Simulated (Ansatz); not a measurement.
Cell and atoms are relaxed with the symmetry kept. Start:

```
Ta O
1.0
     4.88951    0.00000    0.00000
     0.00000    9.72559    0.00000
    -0.49685    0.00000    4.87426
Ta O
12 2
Direct
  0.28286 0.00000 0.71362
  0.71714 0.00000 0.28638
  0.24643 0.66799 0.74008
  0.75357 0.66799 0.25992
  0.24643 0.33201 0.74008
  0.75357 0.33201 0.25992
  0.75469 0.83204 0.75874
  0.24531 0.83204 0.24126
  0.24531 0.16796 0.24126
  0.75469 0.16796 0.75874
  0.71904 0.50000 0.78814
  0.28096 0.50000 0.21186
  0.00000 0.00000 0.00000
  0.00000 0.50000 0.50000
```

Method: DFT PBEsol, scalar-relativistic, plane waves, PAW in Ansatz.

Settings: cutoff 420 eV, Γ-centred mesh 8×4×8 on the computed 14-atom cell, Gaussian smearing of 0.10 eV; no spin polarisation.

What does it relax to?

The volume drops by 0.57 Å³/atom to 15.99 Å³/atom, and the energy falls by 14.4 meV/atom. Final structure:
```cif
data_structure
_symmetry_space_group_name_H-M 'P 1'
_symmetry_Int_Tables_number 1
_cell_length_a 4.8413
_cell_length_b 9.5889
_cell_length_c 4.8478
_cell_angle_alpha 90.000
_cell_angle_beta 95.974
_cell_angle_gamma 90.000
_cell_volume 223.83
loop_
_atom_site_label
_atom_site_type_symbol
_atom_site_fract_x
_atom_site_fract_y
_atom_site_fract_z
_atom_site_occupancy
Ta1 Ta 0.28214 0.00000 0.71300 1
Ta2 Ta 0.71786 0.00000 0.28700 1
Ta3 Ta 0.24498 0.66739 0.73971 1
Ta4 Ta 0.75502 0.66739 0.26029 1
Ta5 Ta 0.24498 0.33261 0.73971 1
Ta6 Ta 0.75502 0.33261 0.26029 1
Ta7 Ta 0.75502 0.83261 0.76029 1
Ta8 Ta 0.24498 0.83261 0.23971 1
Ta9 Ta 0.24498 0.16739 0.23971 1
Ta10 Ta 0.75502 0.16739 0.76029 1
Ta11 Ta 0.71786 0.50000 0.78700 1
Ta12 Ta 0.28214 0.50000 0.21300 1
O1 O 0.00000 0.00000 0.00000 1
O2 O 0.00000 0.50000 0.50000 1
```

Spin–orbit coupling is left out, which can shift energies with elements as heavy as these.

Cost: 1 run of about 30 core-minutes, on Intel Xeon Platinum 8259CL (Skylake/Cascade Lake) (shared hosts).